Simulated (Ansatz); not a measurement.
Input:

SrVO₃ (cubic perovskite)

```cif
data_O3SrV
_chemical_formula_sum 'Sr1 V1 O3'
_space_group_name_H-M_alt 'P 1'
_space_group_IT_number 1
_cell_length_a 3.85762
_cell_length_b 3.85762
_cell_length_c 3.85762
_cell_angle_alpha 90.000
_cell_angle_beta 90.000
_cell_angle_gamma 90.000
loop_
_space_group_symop_operation_xyz
  'x, y, z'
loop_
_atom_site_label
_atom_site_type_symbol
_atom_site_fract_x
_atom_site_fract_y
_atom_site_fract_z
_atom_site_occupancy
Sr1 Sr 0.00000 0.00000 0.00000 1
V1 V 0.50000 0.50000 0.50000 1
O1 O 0.00000 0.50000 0.50000 1
O2 O 0.50000 0.50000 0.00000 1
O3 O 0.50000 0.00000 0.50000 1
```

This relaxed cell (volume V₀) is scaled evenly in all directions, its shape held. Symmetry pins the atoms to their sites.

All values below come from PBE (plane waves to 420 eV, PAW, scalar-relativistic; Ansatz, an electronic-structure program). k mesh 12×12×12 (Γ-centred), Fermi-Dirac smearing 0.05 eV. The energy includes the smearing's −TS. Compression counts positive. SrVO3 is run without spin polarisation and with no Hubbard U. SrVO3 was relaxed with its symmetry unable to fall. The zero of ΔE is the relaxed starting cell.

The scan covers V/V₀ from 0.900 to 1.100 in 11 points.

Task: What pressure does the cell carry at V/V₀ = 0.900?

Result: 24.1 GPa.

Task: What is ΔE at V/V₀ = 0.900?

Result: 79 meV/atom.

Task: What is ΔE at V/V₀ = 1.100?

Result: 55 meV/atom.

(Under strain, the slope of the energy per volume gives the stress and its curvature an elastic modulus.)
